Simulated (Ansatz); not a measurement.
Harmonic vibrational thermodynamics of InAs (zinc blende, F-43m) at fixed volume, plane-wave PAW PBEsol (Ansatz code). The rows extrapolate the 0 K crystal and know nothing of melting or changes of phase.

```json
[
 {"T (K)": "50", "F_vib (meV/atom)": "(withheld)", "S (J/K per mol of atoms)": "6.7", "C_V (J/K per mol of atoms)": "(withheld)"},
 {"T (K)": "100", "F_vib (meV/atom)": "19.3", "S (J/K per mol of atoms)": "16.0", "C_V (J/K per mol of atoms)": "17.3"},
 {"T (K)": "200", "F_vib (meV/atom)": "-5.1", "S (J/K per mol of atoms)": "30.0", "C_V (J/K per mol of atoms)": "22.5"},
 {"T (K)": "300", "F_vib (meV/atom)": "-41.3", "S (J/K per mol of atoms)": "39.4", "C_V (J/K per mol of atoms)": "23.8"},
 {"T (K)": "400", "F_vib (meV/atom)": "-85.9", "S (J/K per mol of atoms)": "46.3", "C_V (J/K per mol of atoms)": "24.3"},
 {"T (K)": "600", "F_vib (meV/atom)": "-193.0", "S (J/K per mol of atoms)": "56.3", "C_V (J/K per mol of atoms)": "24.6"},
 {"T (K)": "800", "F_vib (meV/atom)": "(withheld)", "S (J/K per mol of atoms)": "63.4", "C_V (J/K per mol of atoms)": "(withheld)"},
 {"T (K)": "1000", "F_vib (meV/atom)": "(withheld)", "S (J/K per mol of atoms)": "68.9", "C_V (J/K per mol of atoms)": "(withheld)"}
]
```

### Question
What belongs in the gaps?

### Answer

- 800, F_vib (meV/atom): -317.3
- 800, C_V (J/K per mol of atoms): 24.8
- 1000, F_vib (meV/atom): -454.6
- 1000, C_V (J/K per mol of atoms): 24.8
- 50, F_vib (meV/atom): 25.2
- 50, C_V (J/K per mol of atoms): 9.6

The PBEsol relaxation kept the symmetry of its start; phonons on a q-mesh show no instability. Spin–orbit coupling is left out wherever it is not named.

Potentials: the earlier of the program's two PAW sets.
